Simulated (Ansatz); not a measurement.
A trial cell of Si4Ru, before relaxation:

```
Si Ru
1.0
     4.14119    0.00000    0.00000
     0.00000    4.14119    0.00000
     0.00000    0.00000    5.17321
Si Ru
4 1
Direct
  0.50000 0.50000 0.84857
  0.50000 0.50000 0.15143
  0.00000 0.00000 0.33517
  0.00000 0.00000 0.66483
  0.50000 0.50000 0.50000
```

Method: DFT PBE, scalar-relativistic, plane waves, PAW (Ansatz). Cutoff 420 eV, Gaussian smearing, Γ-centred meshes. Cell and atoms relax first on a coarse mesh and then on a finer one. In between, the cell is made exact in the group found at 0.06 Å. In metals the finer mesh still leaves noise of several meV/atom or more. The steps can't lower the symmetry of their start. No spin polarisation in the relaxation; trial moments died out in a coarse test.

A guess keeps its type if space group and coordination stay and the shape of the cell changes little (axis ratios within about 15 %, angles within 6°); the volume may change.

Task: Does this structure survive the relaxation?

Result: It doesn't keep its type. The symmetry stays P4/mmm (No. 123). The volume per atom shrinks by 16.4 %, from 17.7 to 14.8 Å³. The shortest distance goes from 1.57 Å (Si–Si) to 2.52 Å (Si–Si). The ratio c/a of the conventional cell changes by a factor of 2.17. Counting neighbours within 15 % of an atom's shortest distance, the start has Ru 2, Si 1 and the end Ru 10, Si 6/9. In detail, at the end Si on its first site has 5 Si at 2.52–2.53 Å, 1 Ru at 2.82 Å and 4 Si at 3.01 Å; around Si on its second site lie 4 Si at 2.53 Å, 4 Ru at 2.58 Å and 5 Si at 2.91–3.01 Å; Ru has 8 Si at 2.58 Å, 2 Si at 2.82 Å and 4 Ru at 3.01 Å.

```
Si Ru
1.0
     3.01410    0.00000    0.00000
     0.00000    3.01410    0.00000
     0.00000    0.00000    8.16544
Si Ru
4 1
Direct
  0.50000 0.50000 0.84591
  0.50000 0.50000 0.15409
  0.00000 0.00000 0.32195
  0.00000 0.00000 0.67805
  0.50000 0.50000 0.50000
```

Energies over the elements count from the elements' standard structures at the same level, with no fitted energy shifts.

Task: At what energy does it end?

Result: +0.10 eV/atom. The separate elements lie lower, so it is unstable against them.

The last run used a 12×12×6 mesh (in the run's order of axes) for its 5-atom cell and Gaussian smearing of 0.10 eV. A later test with randomly moved atoms came back to the same energy, though modes that don't fit the test's cell weren't probed. Another cell of Si4Ru relaxed alike, in P4/mmm, lies 0.30 eV/atom lower, so this cell isn't the stable form at this level.

In counts of neighbours, a slash parts the counts of unlike sites.
